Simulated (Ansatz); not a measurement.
Consider the following.

NbAu2:
```yaml
crystal:
  lattice:
    - [4.66432, 0.00000, 0.00000]
    - [-2.33216, 4.03942, 0.00000]
    - [0.00000, 0.00000, 2.73882]
  atoms:
    - { symbol: Nb, position: [0.00000, 0.00000, 0.00000] }
    - { symbol: Au, position: [0.66667, 0.33333, 0.50000] }
    - { symbol: Au, position: [0.33333, 0.66667, 0.50000] }
```

This is the r²SCAN-relaxed structure.

Problem. All from r²SCAN in the plane-wave PAW code Ansatz, unless another level is named. Predict the formation energy from the elements (no fitted shifts).

Solution. -0.17 eV/atom.

Problem. And the density of states at the Fermi level?

Solution. 0.27 states/eV per atom (mean over ±0.08 eV).

Space group P6/mmm. The first step of the workflow began from a Materials Project structure, measured or hypothetical; the Crystallography Open Database files this formula in space group No. 191, but the cells were not matched. Whether it is the stable phase at ambient conditions was not checked. The cell was relaxed with r²SCAN under the symmetry of its start; its stability against distortions is not shown here. No spin polarisation was allowed. The references are the lowest solids computed at this level, not always the standard phases. Spin–orbit coupling is left out wherever it is not named.

Potentials: the later of the program's two PAW sets.
